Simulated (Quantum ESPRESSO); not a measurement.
## NbHf2F3O5 (convergence and cost over cutoff and k mesh)

A calculation, not a measurement. The program is pw.x of Quantum ESPRESSO 7.5 (plane-wave density functional theory). The cell is made up: 11 atoms on a rutile lattice with one site empty, with randomly drawn elements, strain and displacements, not relaxed. PseudoDojo standard norm-conserving files (v0.5 for PBE, v0.4.1 for LDA and PBEsol) set the functional; there is no spin polarisation, spin-orbit coupling or dispersion term, and the masses in the input are unused placeholders.

The hafnium pseudopotential is less sure than the others, with forces about 3 percent (worst 6) and pressure in oxides about 1.5 GPa (worst 2.7) from a second method in checks, which no rerun with the same files tests.

Input of the run in row 4:

```
&control calculation='scf', pseudo_dir='./dojo.nc.sr.pbe.v0_5.standard.upf', outdir='./o', disk_io='low', tprnfor=.true., tstress=.true. /
&system ibrav=0, nat=11, ntyp=4, nbnd=50, ecutwfc=84.00895049, nosym=.true., tot_charge=0,
 occupations='smearing', smearing='fd', degauss=0.0018374661
/
&electrons conv_thr=7.350e-09, electron_maxstep=60, /
ATOMIC_SPECIES
F 1.0 F.upf
Hf 1.0 Hf.upf
Nb 1.0 Nb.upf
O 1.0 O.upf
CELL_PARAMETERS angstrom
4.7423 0.0106 -0.0575
0.0106 4.655 -0.0022
-0.0761 -0.0029 6.1947
ATOMIC_POSITIONS angstrom
Nb 0.0292 0.0441 -0.0209
Hf 2.3265 2.3398 1.5285
Hf -0.0316 0.0281 3.1302
F 1.456 1.4168 -0.0283
F 3.2778 3.2299 -0.0206
O 3.7951 0.8921 1.5617
O 0.8925 3.748 1.5807
O 1.3768 1.4108 3.068
O 3.2794 3.2 3.0863
O 3.7498 0.9726 4.6273
F 0.8733 3.7878 4.6626
K_POINTS automatic
5 5 4 1 1 1
```

The same cell was run at these settings. Meshes are shifted by half a step, and differences are from the last row, which is itself not exact.

```
cutoff (eV)     k mesh  k points solved  threshold (eV)  free energy less the last row's (eV)  pressure (GPa)  largest stress difference (GPa)  largest force difference (eV/Å)  iterations  wall time (s)  k-point pools                  processor
        800  2 x 2 x 2                4           1e-04                                 1.618           -3.49                            13.77                            0.078          13             15              4  Intel Xeon, 2023 or later
       1143  2 x 2 x 2                4           1e-07                                 0.008           10.16                             0.11                            0.077          17             26              4  Intel Xeon, 2023 or later
        584  5 x 5 x 4               50           1e-07                                19.031          -72.54                            82.83                            0.223          18             64              4  Intel Xeon, 2023 or later
       1143  5 x 5 x 4               50           1e-07                                 0.004           10.15                             0.03                            0.002          18            200              4  Intel Xeon, 2023 or later
       1467  7 x 7 x 6              147           1e-07                                 0.000           10.18                             0.00                            0.000          18            703              4  Intel Xeon, 2023 or later
```

Each pool is one process. Wall times include start-up and a band step at six k points, which weighs most on the coarsest meshes. The runs were on shared virtual cores whose load varied, so times are rough.